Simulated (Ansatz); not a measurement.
**Notes on Pd**

```
Pd
1.0
     0.00000    1.95661    1.95661
     1.95661    0.00000    1.95661
     1.95661    1.95661    0.00000
Pd
1
Direct
  0.00000 0.00000 0.00000
```

Method: PBEsol, no spin polarisation; PAW, plane waves to 420 eV, 15×15×15 Γ-centred mesh, fermi-dirac occupations (width 0.1 eV) (Ansatz 0.2.0), atoms fixed.

Q: Describe some of the short contacts.

A: Pd–Pd at 2.77 Å: least valence density 0.29 e/Å³ and ELF 0.21 there. Both are smooth PAW fields, read partly inside the augmentation spheres.

Q: What does the stress say?

A: The pressure is -5.3 GPa (compression positive), so with the atoms held at these fractions the cell would first shrink.

Q: What happens at the Fermi level?

A: It is a metal, with about 2.2 states/eV a cell as the mean within 0.25 eV of the Fermi level, mostly Pd d (96 %).

Origin: a database entry at a rescaled volume. Caveats: many states at the Fermi level without spin polarisation, so a magnetic state may lie lower.
